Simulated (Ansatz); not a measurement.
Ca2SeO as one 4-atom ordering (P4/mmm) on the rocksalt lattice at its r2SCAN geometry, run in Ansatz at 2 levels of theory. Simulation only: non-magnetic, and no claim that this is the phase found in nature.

The PBE+SOC input:
```yaml
crystal:
  lattice:
    - [3.8828618392, 0.0, 0.0]
    - [0.0, 3.8828618392, 0.0]
    - [0.0, 0.0, 5.4944501799]
  atoms:
    - { symbol: O, position: [0.0, 0.0, 0.0] }
    - { symbol: Ca, position: [0.0, 0.0, 0.5] }
    - { symbol: Se, position: [0.5, 0.5, 0.5] }
    - { symbol: Ca, position: [0.5, 0.5, 0.0] }
kpoints:
  mp_grid: { grid: [6, 6, 6] }
  band_path:
    path:
      - [0.0, 0.0, 0.0]
      - [0.0, 0.5, 0.0]
      - [0.5, 0.5, 0.0]
      - [0.0, 0.0, 0.5]
      - [0.0, 0.5, 0.5]
      - [0.5, 0.5, 0.5]
    npoints: 1
hamiltonian:
  xc: pbe
scf:
  occupations: { method: fixed }
  n_extra_bands: 10
magnetization:
  noncollinear: true
  spin_orbit: true
output:
  forces: true
  stress: true
  eigenvalues: true
```

Main results, then, where recorded, the levels near the gap in eV from the Fermi energy (columns number the bands from 0), one row a point of the path (Γ, X, M, Z, R, A):
```
Crystal: 4 atoms, lattice volume = 82.838 Å³
Symmetry: 16 space group operations + 16 with time reversal
Magnetic group: BNS 123.340 (UNI 1000)
```
```
Basis set: ecut = 420 eV, 1659 PW (Γ)
k-points: 40 of 216
SCF 1 converged in 10 iterations: F = -9676.373446 eV  dr2 = 2.69e-8
Free energy (F): -9676.373446 eV
Fermi energy:    7.082335 eV
--- Stress (GPa, compression-positive) ---
        1.003111       0.000000       0.000000
        0.000000       1.003111       0.000000
        0.000000       0.000000       1.060196
  P = ⅓ Tr σ = 1.0221 GPa (10.221 kbar)
```
```tsv
band_34	band_35	band_36	band_37	band_38	band_39	band_40	band_41	band_42	band_43	band_44	band_45	band_46	band_47
-0.670	-0.670	-0.140	-0.140	-0.009	-0.009	0.000	0.000	2.006	2.006	2.981	2.981	4.217	4.217
-1.574	-1.574	-1.493	-1.493	-0.833	-0.833	-0.675	-0.675	4.102	4.102	5.258	5.258	5.306	5.306
-1.090	-1.090	-0.575	-0.575	-0.563	-0.563	-0.451	-0.451	2.282	2.282	2.284	2.284	5.088	5.088
-0.848	-0.848	-0.595	-0.595	-0.349	-0.349	-0.325	-0.325	2.292	2.292	3.966	3.966	4.191	4.191
-1.714	-1.714	-1.031	-1.031	-0.852	-0.852	-0.722	-0.722	4.515	4.515	5.349	5.349	5.553	5.553
-2.111	-2.111	-1.066	-1.066	-1.060	-1.060	-0.906	-0.906	3.953	3.953	3.957	3.957	5.314	5.314
```

PBE+SOC gives a direct gap of 2.01 eV at Γ.

PBE0. Against the first input these blocks differ (the band path and keys that only write files left aside):
```yaml
kpoints:
  mp_grid: { grid: [4, 4, 4] }
hamiltonian:
  xc: pbe0
scf:
  occupations: { method: fixed }
  n_extra_bands: 5
```
(magnetization left out)

```
Basis set: ecut = 420 eV, 1659 PW (Γ)
k-points: 18 of 64
SCF 1 stopped early in 3 iterations: F = -9676.123788 eV  dr2 = 3.75e-4
SCF 2 stopped early in 7 iterations: F = -9679.604018 eV  dr2 = 3.35e-6
hybrid outer 1: dexx = +2.690e-2 eV, tail = 5.79e-5 eV
SCF 3 converged in 4 iterations: F = -9679.604219 eV  dr2 = 6.86e-9
hybrid outer 2: dexx = +1.899e-6 eV, tail = 4.45e-8 eV, Δε = 2.09e-3 eV
Free energy (F): -9679.604219 eV
Fermi energy:    5.882200 eV
--- Stress (GPa, compression-positive) ---
        0.210052       0.000000       0.000000
        0.000000       0.210052       0.000000
        0.000000       0.000000       0.162634
  P = ⅓ Tr σ = 0.1942 GPa (1.942 kbar)
```
```tsv
band_17	band_18	band_19	band_20	band_21	band_22	band_23
-0.738	-0.027	0.000	0.000	3.951	4.911	6.525
-1.682	-1.509	-0.959	-0.781	6.255	7.494	7.616
-0.979	-0.662	-0.662	-0.576	4.279	4.279	7.287
-0.552	-0.552	-0.430	-0.430	4.262	6.228	6.343
-1.605	-1.087	-0.941	-0.826	6.371	7.807	7.907
-2.121	-1.230	-1.230	-1.055	6.086	6.086	7.776
```

PBE0 gives a direct gap of 3.95 eV at Γ. The mean stress, +0.2 GPa, is small, and the program warns that its thresholds are loose for a hybrid's stress.

Small level splittings and stresses of the hybrids carry the error of their coarser meshes.

Totals of different functionals, or with and without spin-orbit coupling, can't be compared.

Only the levels marked +SOC include spin-orbit coupling.

The meshes of the hybrids are coarse, so their gaps aren't converged to the digits shown.
